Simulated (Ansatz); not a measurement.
Consider the following.

LiPS₃:
```
CELL_PARAMETERS angstrom
      5.65298     3.58872     0.00000
     -5.65298     3.58872     0.00000
     -4.00793     0.00000     5.46937
ATOMIC_POSITIONS crystal
  Li 0.75787 0.75787 0.00000
  Li 0.24213 0.24213 0.00000
  P  0.15087 0.84913 0.72649
  P  0.84913 0.15087 0.27351
  S  0.21858 0.21858 0.50000
  S  0.78142 0.78142 0.50000
  S  0.18960 0.81040 0.05692
  S  0.81040 0.18960 0.94308
  S  0.32289 0.67711 0.71425
  S  0.67711 0.32289 0.28575
```

This is the PBE-relaxed structure.

All from DFT-PBE in the program Ansatz with PAW potentials, unless another level is named. Estimate the electron effective mass.

1.1, 1.5, 4.3 mₑ (principal values).

Give the hole effective mass.

0.66, 1.3, 2.9 mₑ (principal values).

What about the band gap?

1.75 eV (indirect).

Give the smallest direct gap on the standard path.

2.11 eV.

Space group C2/m. The workflow started from an entry of the Crystallography Open Database (COD). Its standing as an ambient phase is unchecked. Symmetry was held in the PBE relaxation; whether a distortion lowers the energy is not shown.

Potentials: the later of the program's two PAW sets.
